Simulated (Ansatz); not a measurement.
Strain and the gap of WOS (Janus 2H monolayer)

A free-standing Janus 2H monolayer of WOS, relaxed with r2SCAN in Ansatz. In-plane lattice: a = 2.992 Å, b = 2.992 Å, γ = 120.0°; thickness between the outer nuclei 2.78 Å. Around W lie 3 O at 2.08 Å and 3 S at 2.37 Å and 6 W at 2.99 Å; around O lie 3 W at 2.08 Å; around S lie 3 W at 2.37 Å.

The axes x, y and z are those of this cell:
```
W O S
1.0
     2.99207    0.00000    0.00000
    -1.49603    2.59121    0.00000
     0.00000    0.00000   30.21242
W O S
1 1 1
Direct
  0.33333 0.66667 0.30307
  0.66667 0.33333 0.34127
  0.66667 0.33333 0.24934
```
Periodic in the plane only; c spans the vacuum.

Unstrained: The PBE gap is indirect, 1.548 eV (Γ to K), below the direct gap of 2.361 eV at Γ–M (0.10 of the way from Γ). r2SCAN gives an indirect gap of 1.657 eV, from Γ to K; the least direct gap is 2.577 eV at Γ–M (0.10 of the way from Γ). HSE06 gives an indirect gap of 2.137 eV, from Γ to K; the least direct gap is 3.159 eV at Γ–M (0.10 of the way from Γ). Meshes: PBE 12×12×1, r2SCAN 12×12×1, HSE06 6×6×1. Strains are changes of length per length, and xy shears are angles. After each strain the atoms were relaxed again with r2SCAN within the symmetry that the strain leaves, so tilts or polar shifts that break it weren't tested; points keep the names that they have in the unstrained zone. Values at 0 K without nuclear motion; spin polarisation is off, and the phase may be a hypothetical one.

Changes of the least gap in eV (an overlap counts as a negative gap):
```tsv
strain	area change (%)	space group	PBE	r2SCAN	HSE06	energy rise, r2SCAN (meV/atom)
uniaxial +1.0 % along y	+1.0	–	-0.113	-0.116	-0.125	1.7
xy shear, engineering strain (angle) +0.5 %	0.0	–	0.000	0.000	0.000	0.2
in-plane biaxial +1.5 %	+3.0	–	-0.328	-0.337	-0.363	9.4
in-plane biaxial +1.0 %	+2.0	–	-0.223	-0.228	-0.246	4.3
```

Uniaxial +1.0 % along y, other directions held. HSE06: the gap goes from 2.137 to 2.012 eV (-0.125 eV); the edges go from Γ → K to Γ → (0.331, 1/3, 0). Stress change with r2SCAN, compression positive: xx -0.55, yy -2.02 N/m.

Xy shear, engineering strain (angle) +0.5 %. HSE06: the gap goes from 2.137 to 2.137 eV (0.000 eV). Stress change with r2SCAN, compression positive: xx 0.00, yy +0.01, xy -0.38 N/m.

In-plane biaxial +1.5 %. HSE06: the gap goes from 2.137 to 1.774 eV (-0.363 eV). Stress change with r2SCAN, compression positive: xx -3.74, yy -3.74 N/m. For HSE06, dE_g/d ln A = -12.2 eV over this step.

In-plane biaxial +1.0 %. HSE06: the gap goes from 2.137 to 1.891 eV (-0.246 eV). Stress change with r2SCAN, compression positive: xx -2.54, yy -2.54 N/m. For HSE06, dE_g/d ln A = -12.4 eV over this step.

Spin-orbit coupling is left out, which matters wherever the heavy atoms make up the band edges.

Where an edge lies off the special points, it is a point of the mesh or the k point where a search put PBE's edge or least direct gap, reused for the other functionals, whose own edges may lie a little apart.

Coordinates of k points refer to the reciprocal vectors of the primitive cell of the runs.

The meshes of the hybrids are coarse, so their gaps aren't converged to the digits shown.

For some runs the program warns that the potential is rough where the density is thin, which bears on empty states near the vacuum.
